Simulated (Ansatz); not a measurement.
Crystals of one structure type (zinc blende) and one family of elements, relaxed and computed with LDA in the plane-wave PAW code Ansatz.

| crystal | gap (eV) | ε∞ |
|---|---|---|
| GaAs | 0.49 | 14.0 |
| BAs | 1.10 | 9.66 |
| BP | 1.14 | 9.18 |
| AlAs | 1.32 | 9.44 |
| GaP | 1.38 | ? |

Fit a straight line to ln ε∞ against ln E_g and predict the withheld value.

Least squares on the 4 shown rows: ln ε∞ = -0.44 × ln E_g + (2.319), with a scatter of 3 %. For GaP this gives 8.82. The run itself gave 10.6, outside the scatter: the line misses something about this case.

All cells were relaxed under the symmetry of their starts (and spin orders); stability against distortions was not tested throughout. Scalar-relativistic: spin–orbit coupling is off unless named, which matters more the heavier the elements.

Potentials: the later of the program's two PAW sets.
